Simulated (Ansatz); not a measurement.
The start is a relaxed Cd(HO)2 cell with one H and one O atom exchanged in a cell of 5 atoms. A full variable-cell relaxation at zero pressure is run with r2SCAN (plane waves to 500 eV, PAW, scalar-relativistic; Ansatz, a quantum-chemistry and plane-wave program). The first steps use a coarse 8×8×5 k-mesh.

Starting cell:
```yaml
crystal:
  lattice:
    - [3.51743, 0.00000, 0.00000]
    - [-1.75872, 3.04619, 0.00000]
    - [0.00000, 0.00000, 4.65692]
  atoms:
    - { symbol: Cd, position: [0.00000, 0.00000, 0.00000] }
    - { symbol: H, position: [0.66667, 0.33333, 0.55570] }
    - { symbol: O, position: [0.33333, 0.66667, 0.44430] }
    - { symbol: O, position: [0.66667, 0.33333, 0.76276] }
    - { symbol: H, position: [0.33333, 0.66667, 0.23724] }
```

Q: What is the largest force in the starting geometry, and on which atom (counted from 1)?

A: 4.08 eV/Å, on O4 (atoms numbered as listed).

Q: By how much does the energy per atom fall from start to end?

A: 0.36 eV/atom.

Q: How does the volume change?

A: +7.1 %, from 9.98 to 10.69 Å³/atom.

Q: Is the parent structure recovered?

A: It does not go back: it is caught in P3m1 (No. 156), 194 meV/atom above the parent.

Q: How do the shortest distances between atoms change?

A: The closest pairs of elements (up to four, under 3.6 Å), start → end: H–O 0.96 → 0.97 Å; Cd–H 2.31 → 2.18 Å; Cd–O 2.31 → 2.32 Å; H–H 2.51 → 2.83 Å.

Q: Is the relaxed structure metallic? Give its gap.

A: 1.87 eV, indirect (valence top at M, conduction bottom at Γ) (no spin-orbit coupling).

Q: What does it relax into? Give the structure.

A: 
Space group P3m1 (No. 156); a = 3.7728 Å, b = 3.7728 Å, c = 4.3344 Å, α = 90.00°, β = 90.00°, γ = 120.00°

| atom | site | symmetry | x | y | z |
|---|---|---|---|---|---|
| Cd | 1a | 3m. | 0.0000 | 0.0000 | 0.8916 |
| H | 1b | 3m. | 0.3333 | 0.6667 | 0.3467 |
| O | 1c | 3m. | 0.6667 | 0.3333 | 0.7066 |
| O | 1b | 3m. | 0.3333 | 0.6667 | 0.1241 |
| H | 1c | 3m. | 0.6667 | 0.3333 | 0.9310 |

Final values are on a 10×10×8 k-mesh of the relaxed cell. No spin polarisation in the result.

The run could not lose the symmetry of its start.

Of the parent cell (P-3m1 (No. 164)): The relaxation started from an entry of Materials Project.

The runs began from a structure in Materials Project; this end point is another cell, not compared with measured phases.
